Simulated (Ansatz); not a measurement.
KF:
```yaml
crystal:
  lattice:
    - [0.00000, 2.65916, 2.65916]
    - [2.65916, 0.00000, 2.65916]
    - [2.65916, 2.65916, 0.00000]
  atoms:
    - { symbol: K, position: [0.00000, 0.00000, 0.00000] }
    - { symbol: F, position: [0.50000, 0.50000, 0.50000] }
```

This is the r²SCAN-relaxed structure.

Question: All from r²SCAN in the plane-wave PAW code Ansatz, unless another level is named. Predict the highest zone-centre frequency (without LO–TO term).

Answer: 5.80 THz.

Question: What about the Hill bulk and shear moduli?

Answer: 35.3 and 18.1 GPa.

Space group Fm-3m (rock salt). The r²SCAN relaxation kept the symmetry of its start; phonons on a q-mesh show no instability.

Potentials: the later of the program's two PAW sets.
